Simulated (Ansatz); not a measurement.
**K₂NaCl₃: zone-centre modes**

Theory: DFT PBEsol, scalar-relativistic, plane waves, PAW (Ansatz 0.2.0). Cutoff 420 eV, Γ-centred 6×6×2 k-points, Gaussian smearing of 0.05 eV. No spin polarisation.

The undisturbed cell (relaxed at this level; it needn't be the usual structure):

```
CELL_PARAMETERS angstrom
4.25141 0.00000 0.00000
-2.12571 3.68183 0.00000
0.00000 0.00000 10.51350
ATOMIC_POSITIONS crystal
K 0.33333 0.66667 0.67778
K 0.66667 0.33333 0.32222
Na 0.00000 0.00000 0.00000
Cl 0.33333 0.66667 0.14426
Cl 0.66667 0.33333 0.85574
Cl 0.00000 0.00000 0.50000
```

Harmonic modes by finite displacements of 0.02 Å, without the LO–TO term.

(1) At this geometry, is the structure stable against these modes?

(2) List the wavenumbers in cm⁻¹.

## Answers

(1) Yes: no mode is imaginary beyond 10 cm⁻¹, and only the three translations lie near zero.

(2) 0, 0, 0, 76, 76, 84, 84, 114, 122, 128, 128, 129, 129, 144, 144, 148, 194, 203.

Cost: 1 run of about 0.84 core-minutes, on Arm Neoverse V2 (shared hosts).